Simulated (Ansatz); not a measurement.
Rb₂TlAgF₆:
```
Rb2TlAgF6
1.0
    0.00000     4.51858     4.51858
    4.51858     0.00000     4.51858
    4.51858     4.51858     0.00000
Rb Tl Ag F
2 1 1 6
Direct
  0.75000   0.75000   0.75000
  0.25000   0.25000   0.25000
  0.00000   0.00000   0.00000
  0.50000   0.50000   0.50000
  0.75960   0.24040   0.24040
  0.24040   0.75960   0.75960
  0.24040   0.75960   0.24040
  0.75960   0.24040   0.75960
  0.24040   0.24040   0.75960
  0.75960   0.75960   0.24040
```

Relaxed with r²SCAN. Independent-particle spectrum: no excitons, no local fields, no scissors shift; 0.1 eV broadening; ε₁ of the summed bands alone.

Q: Tabulate the dielectric function from r²SCAN in the plane-wave PAW code Ansatz.

A: 

| E (eV) | ε₁ xx | ε₂ xx |
|---|---|---|
| 0.0 | 3.07 | 0.00 |
| 0.4 | 3.11 | 0.00 |
| 0.8 | 3.25 | 0.00 |
| 1.2 | 3.51 | 0.26 |
| 1.6 | 3.60 | 0.60 |
| 2.0 | 3.73 | 1.03 |
| 2.4 | 3.94 | 2.07 |
| 2.8 | 1.28 | 3.39 |
| 3.2 | 0.82 | 0.43 |
| 3.6 | 1.54 | 0.11 |
| 4.0 | 2.05 | 0.00 |
| 4.4 | 2.67 | 0.20 |
| 4.8 | 2.45 | 0.64 |
| 5.2 | 2.42 | 1.02 |
| 5.6 | 2.03 | 0.76 |
| 6.0 | 2.21 | 0.61 |
| 6.4 | 2.19 | 0.67 |
| 6.8 | 2.44 | 0.65 |
| 7.2 | 2.49 | 0.90 |
| 7.6 | 2.49 | 1.52 |
| 8.0 | 1.72 | 1.37 |
| 8.4 | 1.56 | 0.98 |
| 8.8 | 1.47 | 0.61 |
| 9.2 | 1.85 | 0.20 |
| 9.6 | 2.66 | 0.32 |
| 10.0 | 2.93 | 1.15 |
| 10.4 | 2.12 | 1.64 |
| 10.8 | 1.61 | 1.64 |
| 11.2 | 1.39 | 1.26 |
| 11.6 | 1.57 | 0.80 |
| 12.0 | 1.81 | 1.00 |

Q: From ε at 1.1 eV (xx: 3.47 + 0.17i), find n, k, the normal reflectivity and the absorption coefficient.

A: n = 1.86, k = 0.046, R = 9 %, α = 2kE/ħc = 5100 cm⁻¹.

With all bands, ε∞ without local fields is 3.27.

Space group Fm-3m. The first step of the workflow began from a Materials Project structure, measured or hypothetical; the Crystallography Open Database copy checked does not list it. Its standing as an ambient phase is unchecked. The r²SCAN relaxation kept the symmetry of its start; whether a distortion lowers the energy is not shown. No spin polarisation was allowed. Scalar-relativistic: spin–orbit coupling is off unless named, which matters more the heavier the elements.

Potentials: the later of the program's two PAW sets.
